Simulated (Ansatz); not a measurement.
## YIn₃: computed property card

YIn3:
```
YIn3
1.0
    4.61574     0.00000     0.00000
    0.00000     4.61574     0.00000
    0.00000     0.00000     4.61574
Y In
1 3
Direct
  0.00000   0.00000   0.00000
  0.00000   0.50000   0.50000
  0.50000   0.00000   0.50000
  0.50000   0.50000   0.00000
```

Space group Pm-3m (No. 221), Cu3Au type; conventional cell a = 4.616 Å, b = 4.616 Å, c = 4.616 Å, α = 90.00°, β = 90.00°, γ = 90.00°.

Method: plane-wave PAW r²SCAN (Ansatz code). The cell and atoms are relaxed at this level. Other levels are named where they apply.

**Cell and energy**

```json
{
  "volume_per_atom": "24.58 Å³",
  "density": "7.32 g/cm³",
  "Formation energy from the elements (no fitted shifts)": "-0.54 eV/atom"
}
```

**Electronic structure**

```json
{
  "electronic_character": "metallic (no gap)",
  "Density of states at the Fermi level": "0.51 states/eV per atom (mean over ±0.08 eV)",
  "Gap with spin–orbit coupling": "none (metallic)"
}
```

**Mechanics**

```json
{
 "Bulk modulus (Birch–Murnaghan fit)": "61.8 GPa",
 "Pressure derivative B′": "4.4"
}
```

**Charges**

```json
{
  "bader_charges": "Y +1.46, In -0.49 e"
}
```

The workflow started from an entry of the Crystallography Open Database (COD). Its standing as an ambient phase is unchecked. The cell was relaxed with r²SCAN under the symmetry of its start; whether a distortion lowers the energy is not shown. No spin polarisation was allowed. The references are the lowest solids computed at this level, not always the standard phases. Scalar-relativistic: spin–orbit coupling is off unless named, which matters more the heavier the elements.

Potentials: the later of the program's two PAW sets.
